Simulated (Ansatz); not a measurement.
Input:

ScGa3:
```cif
data_Ga3Sc
_chemical_formula_sum 'Sc1 Ga3'
_space_group_name_H-M_alt 'P 1'
_space_group_IT_number 1
_cell_length_a 4.04853
_cell_length_b 4.04853
_cell_length_c 4.04853
_cell_angle_alpha 90.000
_cell_angle_beta 90.000
_cell_angle_gamma 90.000
loop_
_space_group_symop_operation_xyz
  'x, y, z'
loop_
_atom_site_label
_atom_site_type_symbol
_atom_site_fract_x
_atom_site_fract_y
_atom_site_fract_z
_atom_site_occupancy
Sc1 Sc 0.00000 0.00000 0.00000 1
Ga1 Ga 0.00000 0.50000 0.50000 1
Ga2 Ga 0.50000 0.00000 0.50000 1
Ga3 Ga 0.50000 0.50000 0.00000 1
```

This is the PBEsol-relaxed structure.

Problem. All from PBEsol (plane waves, PAW; program Ansatz), unless another level is named. Give the highest zone-centre frequency.

Solution. 256 cm⁻¹.

Problem. Next, the Young's modulus?

Solution. 109 GPa.

Space group Pm-3m (Cu3Au type). The workflow started from an entry of the Crystallography Open Database (COD). Whether it is the stable phase at ambient conditions was not checked. The cell was relaxed with PBEsol under the symmetry of its start; of distortions, only those at the zone centre were tested. The run is not spin-polarised. As this level gives no gap, phonon frequencies hold no LO–TO term and depend on the k-mesh and smearing (Fermi–Dirac, 0.1 eV here).

Potentials: the later of the program's two PAW sets.
